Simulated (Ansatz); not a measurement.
BPd2:
```
BPd2
1.0
    4.71355     0.00000     0.00000
    0.00000     5.13326     0.00000
    0.00000     0.00000     3.14607
Pd B
4 2
Direct
  0.25499   0.34383   0.00000
  0.74501   0.65617   0.00000
  0.75499   0.15617   0.50000
  0.24501   0.84383   0.50000
  0.00000   0.00000   0.00000
  0.50000   0.50000   0.50000
```

Relaxed with r²SCAN.

Question: Give the Bader charges and basin volumes of the independent atoms, the program Ansatz at the r²SCAN level (PAW).

Answer: 

```csv
atom,Bader charge (e),Bader volume (Å³)
Pd1,-0.10,15.8
B5,+0.21,6.5
```

Space group Pnnm. The workflow started from an entry of the Crystallography Open Database (COD). Whether it is the stable phase at ambient conditions was not checked. The r²SCAN relaxation kept the symmetry of its start; whether a distortion lowers the energy is not shown. The run is not spin-polarised.

Potentials: the later of the program's two PAW sets.
